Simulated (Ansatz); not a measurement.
TiNi:
```
CELL_PARAMETERS angstrom
      4.08778     0.00000     0.00000
      0.00000     2.85206     0.00000
      0.00000     0.00000     4.59030
ATOMIC_POSITIONS crystal
  Ti 0.25000 0.50000 0.72564
  Ti 0.75000 0.50000 0.27436
  Ni 0.25000 0.00000 0.17886
  Ni 0.75000 0.00000 0.82114
```

Relaxed with r²SCAN. Special points in fractions of this cell's reciprocal vectors: Γ (0.000, 0.000, 0.000); X (0.500, 0.000, 0.000); S (0.500, 0.500, 0.000); Y (0.000, 0.500, 0.000); Z (0.000, 0.000, 0.500); U (0.500, 0.000, 0.500); R (0.500, 0.500, 0.500); T (0.000, 0.500, 0.500).

Q: List the band energies nearest the Fermi level at these points for r²SCAN (plane waves, PAW; program Ansatz).

A: In eV from the Fermi level; about four levels below and three above (degenerate sets whole), none deeper than 8.9 eV; points with the same levels are listed once.

```csv
k,below,above
Γ,-1.78 -1.48 -1.15 -0.50,0.34 0.36 0.67
X,-1.76 -1.76 -0.69 -0.69,0.77 0.77 1.09 1.09
S,-0.60 -0.60 -0.26 -0.26,1.15 1.15 2.75 2.75
Y,-1.37 -1.32 -1.11 -0.16,0.17 1.01 1.08
Z,-2.04 -1.72 -1.69 -0.74,0.27 0.42 0.44
U,-1.26 -1.26 -0.14 -0.14,1.17 1.17 1.32 1.32
R,-1.37 -1.37 -0.66 -0.66,0.40 0.40 0.64 0.64
T,-0.77 -0.75 -0.60 -0.53,0.70 0.84 2.24
```

Space group Pmma. The first step of the workflow began from a Materials Project structure, measured or hypothetical; the Crystallography Open Database copy checked does not list it. COD files the formula under space group No. 11, 147, so this cell is another polymorph or a model. Its standing as an ambient phase is unchecked. The cell was relaxed with r²SCAN under the symmetry of its start; whether a distortion lowers the energy is not shown. No spin polarisation was allowed.

Potentials: the later of the program's two PAW sets.
